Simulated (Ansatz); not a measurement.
A geometry of SnO away from equilibrium: the start of the relaxation of a relaxed SnO cell, doubled along one cell vector, shaken by Gaussian noise of σ = 0.08 Å a coordinate. All values below come from r2SCAN (plane waves to 500 eV, PAW, scalar-relativistic; Ansatz, an electronic-structure program). Γ-centred k-mesh 8×8×2 on the run's cell (coarser than for final values), Fermi–Dirac smearing 0.05 eV.

```xyz
8
Lattice="3.2984 0.0000 0.0000 -1.6492 2.8565 0.0000 0.0000 0.0000 18.4441" Properties=species:S:1:pos:R:3:forces:R:3 pbc="T T T" free_energy=-26425.820 pressure_GPa=-3.3
Sn     0.0168     1.9635     9.2442    0.0620    0.2448   -0.4496
Sn    -0.0738     1.8686    18.3885    0.2991   -0.0823   -1.7904
Sn     1.5491     1.0863     4.6070    0.7003   -0.4580    0.1886
Sn     1.7105     1.0135    13.7363    0.0873    0.0222   -1.8347
O      0.0079     1.9581     3.5619   -0.7028    0.4608   -0.1991
O      0.0971     1.9768    12.5170   -0.0820   -0.0202    1.8721
O      1.6775     1.0727     8.1616   -0.0642   -0.2404    0.4190
O      1.7207     0.8571    17.1696   -0.2997    0.0730    1.7941
```

Positions in Å, forces in eV/Å, free energy of the cell in eV (comparable only within this code, potentials and settings). Largest force: 1.87 eV/Å, on O6 (atoms numbered as listed); the geometry lies 0.08 eV/atom above the end of its relaxation.

No spin polarisation in the result. No dispersion correction is included, so spacings between layers, chains or molecules are soft and tend to come out too large.

The end of the path is a generated cell of SnO: the first start was made by placing the elements on the sites of a structure type, and the end was not matched to a known phase here, so it may be hypothetical. Known forms of SnO include space group No. 129.
